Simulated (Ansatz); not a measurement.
SnPt3:
```yaml
crystal:
  lattice:
    - [4.00623, 0.00000, 0.00000]
    - [0.00000, 4.00623, 0.00000]
    - [0.00000, 0.00000, 4.00623]
  atoms:
    - { symbol: Sn, position: [0.00000, 0.00000, 0.00000] }
    - { symbol: Pt, position: [0.50000, 0.50000, 0.00000] }
    - { symbol: Pt, position: [0.00000, 0.50000, 0.50000] }
    - { symbol: Pt, position: [0.50000, 0.00000, 0.50000] }
```

Relaxed with PBEsol. Special points in fractions of this cell's reciprocal vectors: Γ (0.000, 0.000, 0.000); X (0.000, 0.500, 0.000); M (0.500, 0.500, 0.000); R (0.500, 0.500, 0.500).

**Question.** List the band energies nearest the Fermi level at these points for PBEsol with spin–orbit coupling in the plane-wave PAW code Ansatz.

**Answer.** In eV from the Fermi level; about four levels below and three above (degenerate sets whole), none deeper than 8.9 eV; points with the same levels are listed once.

| k | below | above |
|---|---|---|
| Γ | -0.39 -0.39 -0.36 -0.36 | 0.30 0.30 0.30 0.30 |
| X | -2.29 -2.29 -1.05 -1.05 | 0.05 0.05 1.75 1.75 |
| M | -1.89 -1.89 -1.43 -1.43 | 0.84 0.84 0.96 0.96 |
| R | -0.16 -0.16 -0.16 -0.16 | 1.09 1.09 3.14 3.14 |

Space group Pm-3m (Cu3Au type). The workflow started from a Materials Project entry (that database holds measured and hypothetical structures alike); the Crystallography Open Database files this formula in space group No. 221, but the cells were not matched. Its standing as an ambient phase is unchecked. The cell was relaxed with PBEsol under the symmetry of its start; of distortions, only those at the zone centre were tested. The run is not spin-polarised.

Potentials: the later of the program's two PAW sets.
